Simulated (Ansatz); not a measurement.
Consider the following.

MoW:
```
CELL_PARAMETERS angstrom
      1.58006    -2.23620     0.00000
      1.58006     2.23620     0.00000
      0.00000     0.00000     4.46466
ATOMIC_POSITIONS crystal
  Mo 0.00000 0.00000 0.00000
  W  0.50000 0.50000 0.50000
```

This is the r²SCAN-relaxed structure.

Question: All from plane-wave PAW r²SCAN (Ansatz code), unless another level is named. Predict the density of states at the Fermi level.

Answer: 0.46 states/eV per atom (mean over ±0.08 eV).

Question: Give the formation energy from the elements (no fitted shifts).

Answer: -0.006 eV/atom.

Space group Cmmm. The workflow started from a Materials Project entry (that database holds measured and hypothetical structures alike); the Crystallography Open Database copy checked does not list it. With Mo and W taken as one species the cell has the higher symmetry Im-3m, so it may be an ordered model of a mixed-site phase. Whether it is the stable phase at ambient conditions was not checked. The r²SCAN relaxation kept the symmetry of its start; whether a distortion lowers the energy is not shown. No spin polarisation was allowed. The references are the lowest solids computed at this level, not always the standard phases. Scalar-relativistic: spin–orbit coupling is off unless named, which matters more the heavier the elements.

Potentials: the later of the program's two PAW sets.
